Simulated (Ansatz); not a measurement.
Relaxed-ion elastic tensor of LuB$_{2}$Os$_{3}$ in space group P6/mmm (No. 191; B on 2c, Os on 3g, Lu on 1a) in GPa (Voigt order), DFT-PBEsol in the program Ansatz with PAW potentials; density 16.40 g/cm³, 12.95 Å³ per atom.

```
432  225  184  0.0  0.0  0.0
225  432  184  0.0  0.0  0.0
184  184  481  0.0  0.0  0.0
0.0  0.0  0.0  165  0.0  0.0
0.0  0.0  0.0  0.0  165  0.0
0.0  0.0  0.0  0.0  0.0  103
```

Problem. Is the crystal mechanically stable?

Solution. Yes: the smallest eigenvalue of C is 103 GPa.

Problem. Work out the Voigt, Reuss and Hill averages.

Solution. K_V = 281, K_R = 281, K_H = 281; G_V = 137, G_R = 131, G_H = 134 GPa.

Problem. Give Young's modulus, Poisson's ratio, Pugh's ratio and the universal anisotropy index.

Solution. E = 9KG/(3K + G) = 346 GPa; ν = 0.29; K/G = 2.10 (ductile by the Pugh limit of 1.75); A_U = 5G_V/G_R + K_V/K_R − 6 = 0.24.

Problem. Estimate the sound speeds and the Debye temperature.

Solution. v_l = √((K + 4G/3)/ρ) = 5290 m/s, v_t = √(G/ρ) = 2850 m/s, mean 3190 m/s; Θ = (h/k)(3n/4πV)^(1/3) v_m = 404 K.

Problem. Solve the Christoffel equation for the three sound speeds along x, y, z.

Solution. Eigenvalues of C_ijkl n_j n_l equal ρv². In km/s, slowest first: x 2.51, 3.17, 5.13; y 2.51, 3.17, 5.13; z 3.17, 3.17, 5.42.

Problem. How much does each axis shrink under pressure?

Solution. Linear compressibilities β_i = Σ_j S_ij (j = 1 to 3): x 1.2, y 1.2, z 1.2 per TPa.

The workflow started from an entry of the Crystallography Open Database (COD). Its standing as an ambient phase is unchecked. The cell was relaxed with PBEsol under the symmetry of its start; whether a distortion lowers the energy is not shown. No spin polarisation was allowed. As this level gives no gap, shear constants depend on the k-mesh and smearing (Fermi–Dirac, 0.1 eV here). Scalar-relativistic: spin–orbit coupling is off unless named, which matters more the heavier the elements.

Potentials: the later of the program's two PAW sets.
